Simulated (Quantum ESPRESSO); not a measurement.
# Kohn-Sham bands of Ba₂NCl (R-3m)

```
Ba2NCl
1.0
   -2.06613     3.57864     0.00000
   -4.13226     0.00000     0.00000
   -2.06613     1.19288     7.64794
Ba N Cl
2 1 1
Direct
  0.76855   0.76855   0.69436
  0.23145   0.23145   0.30564
  0.50000   0.50000   0.50000
  0.00000   0.00000   0.00000
```

Materials Project entry mp-1018099; symmetrised, unrelaxed at this level. Not found in the COD (Crystallography Open Database) copy used; not checked further. Computed values, not measurements, from PBEsol: Quantum ESPRESSO (norm-conserving PseudoDojo potentials, cutoff 68 Ry, spinors with spin-orbit coupling) on a Γ-centred 4×4×4 mesh, then Wannier90. Density: 10×10×10 mesh, cold smearing 0.01 Ry.

Problem. List the Kohn-Sham levels between −8 and 4.0 eV relative to the valence-band maximum at the high-symmetry points, as a band run of pw.x on that density gives them (levels within 2 meV counted together).

Solution. 
```tsv
point	k (reciprocal lattice)	levels (eV)
Γ	0.000 0.000 0.000	-4.56 (×2), -3.86 (×2), -3.78 (×2), -1.15 (×2), -0.59 (×2), -0.57 (×2), 1.61 (×2), 2.66 (×2), 3.26 (×2), 3.33 (×2), 3.60 (×2)
T	0.000 0.000 0.500	-4.54 (×2), -3.85 (×2), -3.77 (×2), -1.42 (×2), -0.66 (×2), -0.65 (×2), 2.52 (×2), 2.80 (×2), 3.38 (×2), 3.59 (×2), 3.64 (×2)
H_2	-0.317 -0.634 0.183	-4.53 (×2), -4.46 (×2), -4.40 (×2), -0.41 (×2), -0.34 (×2), -0.16 (×2), 2.72 (×2), 2.74 (×2), 3.49 (×2), 3.87 (×2)
H_0	-0.366 -0.683 -0.183	-4.53 (×2), -4.46 (×2), -4.40 (×2), -0.41 (×2), -0.34 (×2), -0.16 (×2), 2.72 (×2), 2.74 (×2), 3.49 (×2), 3.87 (×2)
L	0.000 -0.500 0.000	-4.71 (×2), -4.41 (×2), -4.00 (×2), -0.97 (×2), -0.35 (×2), -0.11 (×2), 1.57 (×2), 2.78 (×2), 3.90 (×2)
S_0	-0.341 -0.683 -0.341	-4.53 (×2), -4.46 (×2), -4.41 (×2), -0.40 (×2), -0.33 (×2), -0.16 (×2), 2.70 (×2), 2.91 (×2), 3.32 (×2), 3.85 (×2)
S_2	-0.341 -0.659 0.000	-4.53 (×2), -4.46 (×2), -4.41 (×2), -0.40 (×2), -0.33 (×2), -0.16 (×2), 2.70 (×2), 2.91 (×2), 3.32 (×2), 3.85 (×2)
F	-0.500 -0.500 0.000	-4.83 (×2), -4.47 (×2), -4.04 (×2), -0.73 (×2), -0.27 (×2), 0.00 (×2), 1.01 (×2), 3.52 (×2), 3.90 (×2)
```
